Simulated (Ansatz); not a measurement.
Zn$_{2}$SeS in space group R3m (No. 160; Zn on 3a, Zn on 3a, Se on 3a, S on 3a), the program Ansatz at the PBEsol level (PAW). The conduction-band minimum lies at Γ, with 1 equivalent valley. Second derivatives d²E/dk² of the lowest band at one valley (eV·Å²), along Cartesian directions:

| direction | d²E/dk² |
|---|---|
| [100] | 58.98 |
| [010] | 58.98 |
| [001] | 57.42 |
| [110] | 58.98 |
| [101] | 58.23 |
| [011] | 58.21 |

Task: Find the principal effective masses, the density-of-states mass and the conductivity mass.

Result: Off-diagonal terms follow from H_xy = H[110] − (H_xx + H_yy)/2, and m*/mₑ = 7.620 eV·Å² over each eigenvalue: 0.13, 0.13, 0.13. One valley's DOS mass (m₁m₂m₃)^(1/3) = 0.13, conductivity mass 3/(Σ 1/mᵢ) = 0.13 mₑ.

Task: What effective density of states Nc follows at 300 K for parabolic valleys?

Result: Nc = 2.509e19 × 1 × (0.13)^(3/2) ≈ 1.2e18 cm⁻³.

Task: With the computed static dielectric constant 9.72 (mean of the diagonal), estimate a hydrogenic donor's binding energy and radius.

Result: E = 13.606 eV × 0.13/9.72² ≈ 19 meV; a = 0.529 Å × ε/m* ≈ 40 Å. Semilocal masses tend to be too small where the gap is.

The workflow started from a Materials Project entry (that database holds measured and hypothetical structures alike); the Crystallography Open Database copy checked does not list it. Whether it is the stable phase at ambient conditions was not checked. Symmetry was held in the PBEsol relaxation; of distortions, only those at the zone centre were tested. Scalar-relativistic: spin–orbit coupling is off unless named, which matters more the heavier the elements.

Potentials: the later of the program's two PAW sets.
